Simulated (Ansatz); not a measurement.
Space group Pm-3m (No. 221). a = 3.794 Å, b = 3.794 Å, c = 3.794 Å, α = 90.00°, β = 90.00°, γ = 90.00°
```tsv
atom	site	symmetry	x	y	z
V	1a	m-3m	0.0000	0.0000	0.0000
Ir	3c	4/mm.m	0.0000	0.5000	0.5000
```

Equation of state of this VIr3 structure (not necessarily the ground state), with shape and atoms relaxed at each volume where symmetry leaves them free. It has no gap at any of these volumes. Method: DFT PBEsol, scalar-relativistic, plane waves, PAW in Ansatz 0.2.0.

Settings: cutoff 420 eV, Γ-centred mesh 12×12×12 on the computed 4-atom cell, Gaussian smearing of 0.10 eV; no spin polarisation.

```tsv
V (Å³/atom)	E − E(largest V) (meV/atom)	P (GPa)
12.016	152.74	61.41
12.426	21.42	41.86
12.836	-63.99	25.43
13.245	-110.83	11.62
13.655	-125.24	0.01
14.064	-112.42	-9.73
14.474	-76.75	-17.90
15.020	0.00	-26.74
```

**Question.** Fit a third-order Birch–Murnaghan equation to E(V).

**Answer.** V0 = 13.66 Å³/atom, B0 = 354 GPa, B0' = 4.8.

Spin-orbit coupling is left out, which matters for the bands of heavy elements.

Cost: 8 runs of about 2.1 core-minutes in all, on Arm Neoverse V1 (shared hosts).